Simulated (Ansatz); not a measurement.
Zn3P4W:
```cif
data_P8W2Zn6
_chemical_formula_sum 'Zn6 W2 P8'
_space_group_name_H-M_alt 'P 1'
_space_group_IT_number 1
_cell_length_a 7.70089
_cell_length_b 6.66387
_cell_length_c 6.36504
_cell_angle_alpha 90.000
_cell_angle_beta 90.000
_cell_angle_gamma 90.000
loop_
_space_group_symop_operation_xyz
  'x, y, z'
loop_
_atom_site_label
_atom_site_type_symbol
_atom_site_fract_x
_atom_site_fract_y
_atom_site_fract_z
_atom_site_occupancy
Zn1 Zn 0.25143 0.83000 0.73484 1
Zn2 Zn 0.24857 0.17000 0.23484 1
Zn3 Zn 0.74857 0.83000 0.73484 1
Zn4 Zn 0.75143 0.17000 0.23484 1
Zn5 Zn 0.00000 0.34140 0.73149 1
Zn6 Zn 0.50000 0.65860 0.23149 1
W1 W 0.00000 0.67107 0.22663 1
W2 W 0.50000 0.32893 0.72663 1
P1 P 0.75366 0.83227 0.10939 1
P2 P 0.74634 0.16773 0.60939 1
P3 P 0.24634 0.83227 0.10939 1
P4 P 0.25366 0.16773 0.60939 1
P5 P 0.00000 0.34691 0.10739 1
P6 P 0.50000 0.65309 0.60739 1
P7 P 0.00000 0.67368 0.58528 1
P8 P 0.50000 0.32632 0.08528 1
```

Relaxed with r²SCAN.

Problem. Tabulate the valence density and the electron localisation function along the shortest Zn–P contact (2.38 Å), DFT-r²SCAN in the program Ansatz with PAW potentials.

Solution. 

```csv
distance from Zn (Å),density (e/Å³),ELF
0.24,24.67,0.00
0.36,11.94,0.00
0.48,4.92,0.02
0.60,2.06,0.07
0.72,1.05,0.14
0.83,0.67,0.20
0.95,0.50,0.26
1.07,0.45,0.40
1.19,0.47,0.63
1.31,0.53,0.81
1.43,0.62,0.88
1.55,0.72,0.90
1.67,0.77,0.87
1.79,0.72,0.75
1.91,0.56,0.39
2.03,0.34,0.07
2.15,0.15,0.00
```

The density is the valence pseudo-density with augmentation charge, so density and ELF within about 1 Å of a nucleus are not all-electron values.

Space group Pmn2_1. The start of the workflow was typed in or built on a structure type; neither database checked (COD, Materials Project) lists it. Its standing as an ambient phase is unchecked. The cell was relaxed with r²SCAN under the symmetry of its start; whether a distortion lowers the energy is not shown. The run is not spin-polarised. Scalar-relativistic: spin–orbit coupling is off unless named, which matters more the heavier the elements.

Potentials: the later of the program's two PAW sets.
